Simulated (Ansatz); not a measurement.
KLaGeS4:
```xyz
14
Lattice="6.7207 0.0000 0.0000 0.0000 6.7799 0.0000 -2.5777 0.0000 8.3343" Properties=species:S:1:pos:R:3 pbc="T T T"
K      2.5095     3.2996     7.7892
K      1.6335     6.6896     0.5452
La     0.1290     0.0246     4.6197
La     4.0139     3.4146     3.7146
Ge     0.6656     3.2108     2.6330
Ge     3.4774     6.6008     5.7013
S     -1.7797     4.9821     6.0884
S      5.9226     1.5922     2.2460
S      2.4002     3.1958     1.3056
S      1.7428     6.5858     7.0287
S      4.7263     1.6311     5.9601
S     -0.5834     5.0211     2.3742
S      1.2994     2.9050     4.7446
S      2.8436     6.2950     3.5897
```

Relaxed with r²SCAN.

Map the valence electron density (e/Å³), cut off at 0.8 on the plane through (0.978, 0.241, 0.715) spanned by u = [1, 1, 0] and v = [-1, 1, 1] in lattice vectors, from DFT-r²SCAN in the program Ansatz with PAW potentials.

x is the fraction of u, y of v (the angle between them is 97°; rows are the nearest grid lines); atoms in the plane: La at (0.53, 0.73), Ge at (0.77, 0.97), S at (0.00, 0.00).
```
y \ x   0.000  0.100  0.175  0.275  0.375  0.450  0.550  0.625  0.725  0.825  0.900   1.00
------  -----  -----  -----  -----  -----  -----  -----  -----  -----  -----  -----  -----
1.00    0.000  0.496  0.042  0.023  0.026  0.021  0.080  0.239  0.800  0.800  0.800  0.000
0.925   0.506  0.113  0.073  0.574  0.567  0.113  0.026  0.096  0.800  0.519  0.278  0.506
0.850   0.800  0.250  0.246  0.800  0.800  0.210  0.059  0.078  0.125  0.072  0.140  0.800
0.775   0.800  0.460  0.085  0.205  0.184  0.800  0.800  0.638  0.058  0.072  0.606  0.800
0.700   0.143  0.121  0.099  0.033  0.093  0.800  0.800  0.554  0.255  0.410  0.210  0.143
0.625   0.076  0.424  0.384  0.053  0.032  0.134  0.180  0.113  0.524  0.501  0.121  0.076
0.550   0.037  0.113  0.087  0.019  0.157  0.800  0.800  0.440  0.800  0.253  0.055  0.037
0.450   0.065  0.008  0.008  0.012  0.091  0.366  0.233  0.088  0.377  0.800  0.800  0.065
0.375   0.035  0.011  0.019  0.019  0.013  0.029  0.040  0.030  0.343  0.800  0.493  0.035
0.300   0.545  0.116  0.016  0.011  0.037  0.659  0.800  0.074  0.032  0.049  0.059  0.545
0.225   0.800  0.525  0.023  0.038  0.048  0.190  0.151  0.030  0.023  0.019  0.456  0.800
0.150   0.155  0.031  0.056  0.224  0.111  0.031  0.104  0.482  0.478  0.056  0.045  0.155
0.0750  0.425  0.150  0.048  0.087  0.040  0.028  0.377  0.800  0.800  0.114  0.110  0.425
0.000   0.000  0.496  0.042  0.023  0.026  0.021  0.080  0.239  0.800  0.800  0.800  0.000
```

The density is the valence pseudo-density with augmentation charge, so density and ELF within about 1 Å of a nucleus are not all-electron values.

Space group P2_1. The first step of the workflow began from a Materials Project structure, measured or hypothetical; the Crystallography Open Database copy checked does not list it. Its standing as an ambient phase is unchecked. The r²SCAN relaxation kept the symmetry of its start; whether a distortion lowers the energy is not shown. Scalar-relativistic: spin–orbit coupling is off unless named, which matters more the heavier the elements.

Potentials: the later of the program's two PAW sets.
